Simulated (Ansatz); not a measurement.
Input:

ZrSi₂:
```xyz
6
Lattice="1.8249 -7.2481 0.0000 1.8249 7.2481 0.0000 0.0000 0.0000 3.6343" Properties=species:S:1:pos:R:3 pbc="T T T"
Si     1.8249    -6.4679     2.7257
Si     1.8249     6.4679     0.9086
Si     1.8249     3.6258     2.7257
Si     1.8249    -3.6258     0.9086
Zr     1.8249    -1.5197     2.7257
Zr     1.8249     1.5197     0.9086
```

This is the LDA-relaxed structure.

All from LDA (plane waves, PAW; program Ansatz), unless another level is named. Give the highest zone-centre frequency.

449 cm^-1.

What about the bulk modulus (Birch–Murnaghan fit)?

138 GPa.

Space group Cmcm. Symmetry was held in the LDA relaxation. The run is not spin-polarised. As this level gives no gap, phonon frequencies hold no LO–TO term and depend on the k-mesh and smearing (Fermi–Dirac, 0.1 eV here).

Potentials: the later of the program's two PAW sets.
